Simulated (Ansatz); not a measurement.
Consider the following.

Te₂Rh:
Space group Pa-3 (No. 205); a = b = c = 6.3889 Å, α = β = γ = 90.00°

```
atom  site  symmetry       x       y       z
----  ----  --------  ------  ------  ------
Rh      4a      .-3.  0.0000  0.0000  0.0000
Te      8c       .3.  0.3672  0.3672  0.3672
```

This is the LDA-relaxed structure.

Task: All from LDA in the plane-wave PAW code Ansatz, unless another level is named. Estimate the Poisson's ratio.

Result: 0.29.

Task: What about the elastic constants (relaxed ions, GPa)?

Result: C11 = 220, C12 = 70.8, C44 = 51.6.

Task: Give the highest zone-centre frequency.

Result: 206 cm⁻¹.

The workflow started from an entry of the Crystallography Open Database (COD), which files this formula under 2 space groups. Whether it is the stable phase at ambient conditions was not checked. The cell was relaxed with LDA under the symmetry of its start; of distortions, only those at the zone centre were tested. The run is not spin-polarised. As this level gives no gap, shear constants depend on the k-mesh and smearing (Fermi–Dirac, 0.1 eV here). As this level gives no gap, phonon frequencies hold no LO–TO term and depend on the k-mesh and smearing (Fermi–Dirac, 0.1 eV here). Spin–orbit coupling is left out wherever it is not named.

Potentials: the later of the program's two PAW sets.
